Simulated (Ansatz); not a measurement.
# Does relaxation matter for the field gradients of SiC with vanadium replacing Si?

Start: a supercell of SiC (zinc blende type, F-43m) built from a computed structure from the Materials Project (it need not be an observed phase), with all atoms left at the host's positions.

Space group F-43m (No. 216); a = 13.0620 Å.

| site | Wyckoff | site symmetry | x | y | z |
| --- | --- | --- | --- | --- | --- |
| V | 4d | -43m | 0.2500 | 0.7500 | 0.2500 |
| Si2 | 48h | ..m | 0.4167 | 0.7500 | 0.4167 |
| Si5 | 16e | .3m | 0.5833 | 0.5833 | 0.4167 |
| Si9 | 16e | .3m | 0.9167 | 0.4167 | 0.5833 |
| Si15 | 24g | 2.mm | 0.7500 | 0.4167 | 0.7500 |
| C28 | 4a | -43m | 0.0000 | 0.0000 | 0.0000 |
| C29 | 48h | ..m | 0.1667 | 0.0000 | 0.1667 |
| C32 | 16e | .3m | 0.3333 | 0.8333 | 0.1667 |
| C36 | 16e | .3m | 0.6667 | 0.6667 | 0.3333 |
| C42 | 24f | 2.mm | 0.5000 | 0.6667 | 0.5000 |

One atom of each set is listed; the run and its k-mesh use a cell of 54 atoms with edges of 9.24, 9.24, 9.24 Å.

Level of theory: DFT, PBE, plane waves and PAW, scalar-relativistic, 420 eV cutoff, Γ-centred 3×3×3 k-points, Fermi–Dirac smearing 0.01 eV, cell charge +1 (Ansatz 0.2.0).

The largest force at the start is 0.78 eV/Å. Relaxing the ions at fixed cell moves them by 0.033 Å at most (atom 41, C) and 0.016 Å rms.

| site | moved (Å) | first shell before | first shell after | V_zz before (10²¹ V/m²) | η before |
| --- | --- | --- | --- | --- | --- |
| V | 0.000 | 4 C at 1.89 Å | 4 C at 1.92 Å | 0.00 | – |
| Si2 | 0.026 | 4 C at 1.89 Å | 4 C at 1.88–1.90 Å | 1.38 | 0.14 |
| Si5 | 0.005 | 4 C at 1.89 Å | 4 C at 1.88–1.89 Å | -0.20 | 0.00 |
| Si9 | 0.001 | 4 C at 1.89 Å | 4 C at 1.88 Å | -0.17 | 0.00 |
| Si15 | 0.005 | 4 C at 1.89 Å | 4 C at 1.88–1.89 Å | -0.12 | 0.29 |
| C29 | 0.003 | 4 Si at 1.89 Å | 4 Si at 1.88–1.89 Å | -0.15 | 0.31 |
| C32 | 0.033 | 3 Si at 1.89 Å, 1 V at 1.89 Å | 3 Si at 1.90 Å, 1 V at 1.92 Å | -0.68 | 0.00 |
| C42 | 0.002 | 4 Si at 1.89 Å | 4 Si at 1.88–1.89 Å | 0.47 | 0.24 |

**Question.** How do the gradients change?

**Answer.** 

```json
{"site": "V", "V_zz after": "0.00", "η after": "–", "change of V_zz": "0.00"}
{"site": "Si2", "V_zz after": "1.66", "η after": "0.12", "change of V_zz": "+0.28"}
{"site": "Si5", "V_zz after": "-0.23", "η after": "0.00", "change of V_zz": "-0.03"}
{"site": "Si9", "V_zz after": "-0.13", "η after": "0.00", "change of V_zz": "+0.04"}
{"site": "Si15", "V_zz after": "-0.22", "η after": "0.60", "change of V_zz": "-0.10"}
{"site": "C29", "V_zz after": "0.061", "η after": "1.00", "change of V_zz": "–"}
{"site": "C32", "V_zz after": "-0.68", "η after": "0.00", "change of V_zz": "0.00"}
{"site": "C42", "V_zz after": "0.29", "η after": "0.59", "change of V_zz": "-0.18"}
```

The largest change of V_zz along a kept axis is on Si2, from 1.38 to 1.66. In per cent, |V_zz| changes by +20 on Si, 0 on C (all sites that start above 0.5). Where |V_zz| stays above 0.1 and the axes keep their order, η moves most on C42, from 0.24 to 0.59. On C29 the largest principal value lies along another axis in the second run, so the two V_zz can't be compared directly. Other sites with |V_zz| of 0.02 or less aren't listed.

The defect repeats with the cell of 54 atoms, so it feels its images: sites between two images don't show the values beside a lone defect, and zeros or small values of η there can come from the images' arrangement. A uniform background compensates the cell's charge. The cell keeps the host's lattice, where the PBE pressure is 6 GPa (in a charged cell this depends on the convention for the mean potential).
Before: The neighbours have not yet relaxed around the defect (largest force 0.78 eV/Å), so a real crystal will differ.
After: The relaxation keeps the site symmetry -43m of the start, so the impurity can't leave its site; a start off the site could end lower.
